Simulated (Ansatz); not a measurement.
K$_{2}$LiGaF$_{6}$ in space group Fm-3m (No. 225; K on 8c, Li on 4b, Ga on 4a, F on 24e), DFT-PBEsol in the program Ansatz with PAW potentials. The conduction-band minimum lies at Γ, with 1 equivalent valley. Second derivatives d²E/dk² of the lowest band at one valley (eV·Å²), along Cartesian directions:

```json
[
 {"direction": "[100]", "d²E/dk²": "11.65"},
 {"direction": "[010]", "d²E/dk²": "11.65"},
 {"direction": "[001]", "d²E/dk²": "11.65"},
 {"direction": "[110]", "d²E/dk²": "11.65"},
 {"direction": "[101]", "d²E/dk²": "11.65"},
 {"direction": "[011]", "d²E/dk²": "11.65"}
]
```

### Question
Find the principal effective masses, the density-of-states mass and the conductivity mass.

### Answer
Off-diagonal terms follow from H_xy = H[110] − (H_xx + H_yy)/2, and m*/mₑ = 7.620 eV·Å² over each eigenvalue: 0.65, 0.65, 0.65. One valley's DOS mass (m₁m₂m₃)^(1/3) = 0.65, conductivity mass 3/(Σ 1/mᵢ) = 0.65 mₑ.

### Question
What effective density of states Nc follows at 300 K for parabolic valleys?

### Answer
Nc = 2.509e19 × 1 × (0.65)^(3/2) ≈ 1.3e19 cm⁻³.

The workflow started from a Materials Project entry (that database holds measured and hypothetical structures alike); the Crystallography Open Database copy checked does not list it. Whether it is the stable phase at ambient conditions was not checked. The PBEsol relaxation kept the symmetry of its start; whether a distortion lowers the energy is not shown. Spin–orbit coupling is left out wherever it is not named.

Potentials: the later of the program's two PAW sets.

Edges and masses are those of Kohn–Sham bands, whose gap is no quasiparticle gap.
